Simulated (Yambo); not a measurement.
Optical response of AlPO4

```
AlPO4
1.0
    5.28604     0.00000     0.00000
   -2.64302     4.57784     0.00000
    0.00000     0.00000     8.62942
O Al P
8 2 2
Cartesian
 -1.23644   2.33804   4.27527
  2.64302   0.09824   8.58998
  1.23644   2.33804   4.27527
  3.87946   2.23980   8.58998
  0.00000   4.47961   4.27527
  1.40658   2.23980   8.58998
  0.00000   3.05190   2.25702
  2.64302   1.52595   6.57173
  0.00000   3.05190   0.53459
  2.64302   1.52595   4.84930
  2.64302   1.52595   8.08568
  0.00000   3.05190   3.77097
```

Yambo, RPA with local fields on PBEsol bands; 3×3×2 mesh, 154 bands, 3 Ry local-field block, 0.2 eV broadening; field along z.

| E (eV) | Im ε | Re ε | Im ε, independent particles |
|---|---|---|---|
| 0.0 | 0.00 | 1.96 | 0.00 |
| 0.4 | 0.00 | 1.96 | 0.00 |
| 0.8 | 0.00 | 1.96 | 0.00 |
| 1.1 | 0.00 | 1.96 | 0.00 |
| 1.5 | 0.00 | 1.97 | 0.00 |
| 1.9 | 0.00 | 1.98 | 0.01 |
| 2.2 | 0.01 | 1.99 | 0.01 |
| 2.6 | 0.01 | 2.00 | 0.01 |
| 3.0 | 0.01 | 2.02 | 0.01 |
| 3.4 | 0.01 | 2.03 | 0.01 |
| 3.8 | 0.01 | 2.05 | 0.01 |
| 4.1 | 0.01 | 2.08 | 0.02 |
| 4.5 | 0.02 | 2.11 | 0.02 |
| 4.9 | 0.02 | 2.14 | 0.02 |
| 5.2 | 0.02 | 2.18 | 0.03 |
| 5.6 | 0.03 | 2.23 | 0.03 |
| 6.0 | 0.04 | 2.29 | 0.04 |
| 6.4 | 0.05 | 2.37 | 0.05 |
| 6.8 | 0.06 | 2.46 | 0.07 |
| 7.1 | 0.10 | 2.60 | 0.12 |
| 7.5 | 0.23 | 2.82 | 0.25 |
| 7.9 | 0.52 | 2.72 | 0.53 |
| 8.2 | 0.35 | 2.98 | 0.39 |
| 8.6 | 0.91 | 3.60 | 1.06 |
| 9.0 | 1.69 | 2.78 | 1.91 |
| 9.4 | 1.79 | 2.71 | 2.20 |
| 9.8 | 2.19 | 2.14 | 2.67 |
| 10.1 | 1.46 | 1.72 | 1.68 |
| 10.5 | 2.04 | 1.85 | 2.37 |
| 10.9 | 1.52 | 1.28 | 1.75 |
| 11.2 | 1.17 | 1.41 | 1.41 |
| 11.6 | 1.23 | 1.47 | 1.60 |
| 12.0 | 1.25 | 1.52 | 1.69 |
| 12.4 | 1.34 | 1.28 | 1.53 |
| 12.8 | 1.03 | 1.42 | 1.24 |
| 13.1 | 1.14 | 1.40 | 1.35 |
| 13.5 | 1.13 | 1.57 | 1.24 |
| 13.9 | 1.35 | 1.31 | 1.44 |
| 14.2 | 1.32 | 1.26 | 1.41 |
| 14.6 | 1.13 | 1.22 | 1.44 |
| 15.0 | 1.36 | 1.39 | 1.91 |
| 15.4 | 1.34 | 1.10 | 1.83 |
| 15.8 | 1.44 | 1.02 | 1.97 |
| 16.1 | 1.35 | 0.79 | 1.68 |
| 16.5 | 1.17 | 0.79 | 1.43 |
| 16.9 | 1.05 | 0.70 | 1.31 |
| 17.2 | 1.04 | 0.84 | 1.45 |
| 17.6 | 0.95 | 0.77 | 1.31 |
| 18.0 | 1.04 | 0.76 | 1.37 |
| 18.4 | 0.85 | 0.64 | 1.12 |
| 18.8 | 0.79 | 0.79 | 1.04 |
| 19.1 | 0.84 | 0.79 | 1.05 |
| 19.5 | 0.96 | 0.74 | 1.28 |
| 19.9 | 0.74 | 0.63 | 0.98 |

Peak heights and small wiggles depend on the k mesh. Convergence of the RPA response with its 3×3×2 mesh was not tested. No excitonic effects at this level.

Geometry of the Materials Project entry, not relaxed at this level.
